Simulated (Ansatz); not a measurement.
Suppose La3N takes space group Im-3m (No. 229), with La on 6b; N on 2a.

The calculation used DFT PBE, scalar-relativistic, plane waves, PAW in Ansatz. Cutoff 420 eV, Γ-centred mesh, Gaussian smearing, no spin polarisation.

Energies over the elements count from the elements' standard structures at the same level (N₂ as a molecule), with no fitted energy shifts.

Q: Which cell and coordinates does it relax to?

A:

Space group Im-3m (No. 229). a = 5.839 Å, b = 5.839 Å, c = 5.839 Å, α = 90.00°, β = 90.00°, γ = 90.00°
```
atom  site  symmetry       x       y       z
  La    6b    4/mm.m  0.5000  0.0000  0.0000
   N    2a      m-3m  0.0000  0.0000  0.0000
```

Around La lie 2 N at 2.92 Å, 4 La at 2.92 Å, 4 N at 4.13 Å and 8 La at 4.13 Å; N has 6 La at 2.92 Å.

Q: And its energy and gap?

A: The formation energy is +0.66 eV/atom and the gap on the 12×12×12 mesh of the 4-atom cell is 0 eV (a metal). The separate elements lie lower, so it is unstable against them.

The last run used Gaussian smearing of 0.10 eV. The cell is a metal run without spin; a magnetic state may lie lower. Symmetry constrained the relaxation, so the result can be a saddle point. Another cell of La3N relaxed alike, in P4mm, lies 0.89 eV/atom lower, so this cell isn't the stable form at this level.
